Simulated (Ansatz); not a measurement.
Here is the system:

Relaxed PbF2 (fluorite):

```xyz
3
Lattice="0.0000 3.0004 3.0004 3.0004 0.0000 3.0004 3.0004 3.0004 0.0000" Properties=species:S:1:pos:R:3 pbc="T T T"
Pb     0.0000     0.0000     0.0000
F      4.5006     4.5006     4.5006
F      1.5002     1.5002     1.5002
```

In each cell atom 1 (Pb, nearest neighbour F at 2.598 Å; its periodic images, 4.2 Å or more away, move with it) moves by s·(-0.577, 0.577, 0.577) (towards the nearest neighbour), the rest being held.

Method: PBE (plane waves to 420 eV, PAW, scalar-relativistic; Ansatz, a program for electronic structure). k mesh 8×8×8 (Γ-centred), Fermi-Dirac smearing 0.05 eV. E stands for the smeared free energy. PbF2 was relaxed with its symmetry unable to fall. Spin-orbit coupling is left out, though Pb is heavy. ΔE is measured from the undisplaced structure.

The scan covers s from -0.260 to 0.260 Å in 11 points.

Q: Is this a single well or a double well?

A: A single well with its minimum at or next to zero displacement.

Q: Is the energy the same for equal positive and negative displacements?

A: Even: the same for both signs. With its periodic images moving along, the atom's site symmetry in this cell is m-3m.

Q: What is the energy change at s = 0.260 Å?

A: 45.8 meV/cell.

Q: What force acts on the atom along the line at s = -0.260 Å?

A: 0.437 eV/Å.

Q: What is the force constant k = d²E/ds² of this move at s = 0?

A: 1.05 eV/Å².

(A displaced cell: forces are minus the slopes of the energy, force constants its curvatures, and phonons follow from these.)
